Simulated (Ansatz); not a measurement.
# ZrB2 — ⁹¹Zr nuclear quadrupole resonance

Cell: a COD entry, ions relaxed with PBE at fixed cell.

```xyz
3
Lattice="3.1700 0.0000 0.0000 -1.5850 2.7453 0.0000 0.0000 0.0000 3.5330" Properties=species:S:1:pos:R:3 pbc="T T T"
Zr    0.0000    0.0000    0.0000
B     0.0000    1.8302    1.7665
B     1.5850    0.9151    1.7665
```

Sites (sets of like atoms) are named by element and the number of their first atom in this list.

Level of theory: DFT, PBE, plane waves and PAW, with spin–orbit coupling, 420 eV cutoff, Γ-centred 17×17×13 k-points, Fermi–Dirac smearing 0.05 eV (Ansatz 0.2.0).

⁹¹Zr: I = 5/2, Q = -176.0 mb (year-2017 value). Static lattice, zero field.

**Question.** The simulated lines lie at 2.91, 5.82 MHz. What are |C_Q|, η and |V_zz| at Zr?

**Answer.** For I = 5/2 and η = 0 the lines are 3|C_Q|/20 and twice that; η pulls their ratio below 2. Here |C_Q| = 19.4 MHz, η = 0.00 and |V_zz| = 4.56 × 10²¹ V/m². The calculation gives V_zz positive; the lines don't show the sign. The site has 12 B at 2.54 Å.

An axis of threefold or higher order runs through Zr, so V_zz lies along it and η is zero.

The run finds no gap above 0.1 eV (a metal, or nearly one), so the gradients can move by 10 % or more with the k-mesh.
